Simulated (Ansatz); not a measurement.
An Ansatz input and the part of its output that reports the observables at the nuclei.

The cell is a COD entry, its atoms then relaxed with PBE in this cell.

```yaml
crystal:
  lattice:
    - [2.54, 0.0, 0.0]
    - [-1.27, 2.1997045256, 0.0]
    - [0.0, 0.0, 6.598]
  atoms:
    - { symbol: B, position: [0.3333333333, 0.6666666667, 0.25] }
    - { symbol: B, position: [0.6666666667, 0.3333333333, 0.75] }
    - { symbol: "N", position: [0.3333333333, 0.6666666667, 0.75] }
    - { symbol: "N", position: [0.6666666667, 0.3333333333, 0.25] }
kpoints:
  mp_grid: { grid: [13, 13, 5] }
scf:
  occupations: { method: fermi_dirac, width: 0.02 }
hamiltonian:
  xc: lda
  pseudopotentials: { kind: paw }
output:
  forces: true
  stress: true
  populations: true
  efg:
    quadrupole_moments_barn: { B: 0.04059, "N": 0.02044 }
    contact_densities: true
```

```sh
ansatz run input.yaml --threads 1 --pin off --max-ram 3072MiB --backend cpu --events-out ev --progress --plain --runs-dir out
```

Of the output, the block on the nuclei alone is shown; the set-up, the SCF iterations, energies, forces and stress are cut.

```
--- PAW observables at the nuclei: V_zz in 10²¹ V/m², potentials from the cell's mean, atoms counted from 1 ---
  atom   1  B  V_zz =    +2.765130   η = 0.0000   by run symmetry: allowed   C_q = +2.7139 MHz
            electrostatic potential = -321.758134 V   contact ρ = 475.950102 e/Å³
  atom   2  B  V_zz =    +2.765130   η = 0.0000   by run symmetry: allowed   C_q = +2.7139 MHz
            electrostatic potential = -321.758134 V   contact ρ = 475.950102 e/Å³
  atom   3  N  V_zz =    -0.370529   η = 0.0000   by run symmetry: allowed   C_q = -0.1831 MHz
            electrostatic potential = -511.612134 V   contact ρ = 1387.604188 e/Å³
  atom   4  N  V_zz =    -0.370529   η = 0.0000   by run symmetry: allowed   C_q = -0.1831 MHz
            electrostatic potential = -511.612134 V   contact ρ = 1387.604188 e/Å³
```

The run took 1.9 s of wall time (1.8 s of CPU time) and 0.38 GiB at its peak, on 1 thread of Intel Xeon Platinum 8488C (Sapphire Rapids) (x86_64; 16 cores open to the job, memory cap 3.0 GiB, no GPU), a shared host with a load of 0.2 a core.

At this cell the LDA pressure is -14 GPa (principal stresses up to 21 GPa in size), so with LDA the cell would shrink if it were relaxed.
